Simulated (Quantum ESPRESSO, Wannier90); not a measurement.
**Wannier functions of Te (R-3m)**

Materials Project entry mp-1178932; symmetrised, unrelaxed at this level. Not found in the COD (Crystallography Open Database) copy used, which has the formula in other groups; not checked further. Method: PBEsol plane waves in Quantum ESPRESSO 7.5 (PseudoDojo norm-conserving files, 66 Ry, no spin polarisation, no spin-orbit coupling), Bloch states on a 10×10×10 mesh through Γ, Wannier90 4.0.1. Density: 10×10×10 mesh, cold smearing 0.01 Ry. Spin-orbit coupling is left out although heavy elements are present.

On the energy scale of pw.x, whose zero is arbitrary, the Fermi level lies at 10.35 eV.

Input w.win:

```
num_bands = 1
num_wann = 1
exclude_bands = 1-5,7-15
num_iter = 1000
conv_tol = 1.0e-6
conv_window = 4
write_hr = true
write_u_matrices = true
auto_projections = true
begin unit_cell_cart
ang
    2.3059050828    1.3313149203    1.6909530000
   -2.3059050828    1.3313149203    1.6909530000
    0.0000000000   -2.6626298406    1.6909530000
end unit_cell_cart
begin atoms_frac
Te   0.5000000000  0.5000000000  0.5000000000
end atoms_frac
mp_grid = 10 10 10
begin kpoints
0.0000000000 0.0000000000 0.0000000000
0.0000000000 0.0000000000 0.1000000000
0.0000000000 0.0000000000 0.2000000000
... (997 more lines: the 10x10x10 mesh through Gamma)
end kpoints
```

Input of pw2wannier90.x that gives the overlap and projection files (equivalent; here they were cut from one run over all bands):

```
&inputpp
  outdir = './out'
  prefix = 'pwscf'
  seedname = 'w'
  write_amn = .true.
  write_mmn = .true.
  atom_proj = .true.
  atom_proj_exclude = 1 2 3 4 5 7 8 9
/
```

Output w.wout (banner and timings cut):

```
                                    ------
                                    SYSTEM
                                    ------

                              Lattice Vectors (Ang)
                    a_1     2.305905   1.331315   1.690953
                    a_2    -2.305905   1.331315   1.690953
                    a_3     0.000000  -2.662630   1.690953

                   Unit Cell Volume:      31.14620  (Ang^3)

                        Reciprocal-Space Vectors (Ang^-1)
                    b_1     1.362412   0.786589   1.238589
                    b_2    -1.362412   0.786589   1.238589
                    b_3     0.000000  -1.573178   1.238589

 *----------------------------------------------------------------------------*
 |   Site       Fractional Coordinate          Cartesian Coordinate (Ang)     |
 +----------------------------------------------------------------------------+
 | te   1   0.50000   0.50000   0.50000   |    0.00000   0.00000   2.53643    |
 *----------------------------------------------------------------------------*
                                ------------
                                K-POINT GRID
                                ------------

             Grid size = 10 x 10 x 10      Total points = 1000

 *---------------------------------- MAIN ------------------------------------*
 |  Number of Wannier Functions               :                 1             |
 |  Number of Objective Wannier Functions     :                 1             |
 |  Number of input Bloch states              :                 1             |
 |  Output verbosity (1=low, 5=high)          :                 1             |
 |  Timing Level (1=low, 5=high)              :                 1             |
 |  Optimisation (0=memory, 3=speed)          :                 3             |
 |  Length Unit                               :               Ang             |
 |  Post-processing setup (write *.nnkp)      :                 F             |
 |  Using Gamma-only branch of algorithms     :                 F             |
 *----------------------------------------------------------------------------*
 *------------------------------- WANNIERISE ---------------------------------*
 |  Total number of iterations                :              1000             |
 |  Number of CG steps before reset           :                 5             |
 |  Trial step length for line search         :             2.000             |
 |  Convergence tolerence                     :         0.100E-05             |
 |  Convergence window                        :                 4             |
 |  Iterations between writing output         :                 1             |
 |  Iterations between backing up to disk     :               100             |
 |  Write r^2_nm to file                      :                 F             |
 |  Write xyz WF centres to file              :                 F             |
 |  Write on-site energies <0n|H|0n> to file  :                 F             |
 |  Use guiding centre to control phases      :                 F             |
 |  Use phases for initial projections        :                 F             |
 *----------------------------------------------------------------------------*
 *-------------------------------- PLOTTING ----------------------------------*
 |  Plotting Hamiltonian in WF basis          :                 T             |
 *----------------------------------------------------------------------------*

       ... (k-mesh section left out)

 Starting a new Wannier90 calculation ...

 Reading overlaps from w.mmn

 Reading projections from w.amn

 *------------------------------- WANNIERISE ---------------------------------*
 +--------------------------------------------------------------------+<-- CONV
 | Iter  Delta Spread     RMS Gradient      Spread (Ang^2)            |<-- CONV
 +--------------------------------------------------------------------+<-- CONV

 ------------------------------------------------------------------------------
 Initial State
  WF centre and spread    1  ( -0.000000, -0.000000,  2.536429 )     1.77338224
  Sum of centres and spreads ( -0.000000, -0.000000,  2.536429 )     1.77338224

      0     0.177E+01     0.0000000000        1.7733822432  <-- CONV
        O_D=      0.0000000 O_OD=      0.0000000 O_TOT=      1.7733822 <-- SPRD
 ------------------------------------------------------------------------------
      1     0.000E+00     0.0000000013        1.7733822432  <-- CONV
        O_D=      0.0000000 O_OD=      0.0000000 O_TOT=      1.7733822 <-- SPRD
      2     0.000E+00     0.0000000013        1.7733822432  <-- CONV
        O_D=      0.0000000 O_OD=      0.0000000 O_TOT=      1.7733822 <-- SPRD
      3     0.000E+00     0.0000000013        1.7733822432  <-- CONV
        O_D=      0.0000000 O_OD=      0.0000000 O_TOT=      1.7733822 <-- SPRD
      4     0.000E+00     0.0000000013        1.7733822432  <-- CONV
        O_D=      0.0000000 O_OD=      0.0000000 O_TOT=      1.7733822 <-- SPRD
             <<<     Delta < 1.000E-06  over  4 iterations     >>>
             <<< Wannierisation convergence criteria satisfied >>>
 Final State
  WF centre and spread    1  ( -0.000000, -0.000000,  2.536429 )     1.77338224
  Sum of centres and spreads ( -0.000000, -0.000000,  2.536429 )     1.77338224

         Spreads (Ang^2)       Omega I      =     1.773382243
        ================       Omega D      =     0.000000000
                               Omega OD     =     0.000000000
    Final Spread (Ang^2)       Omega Total  =     1.773382243
```
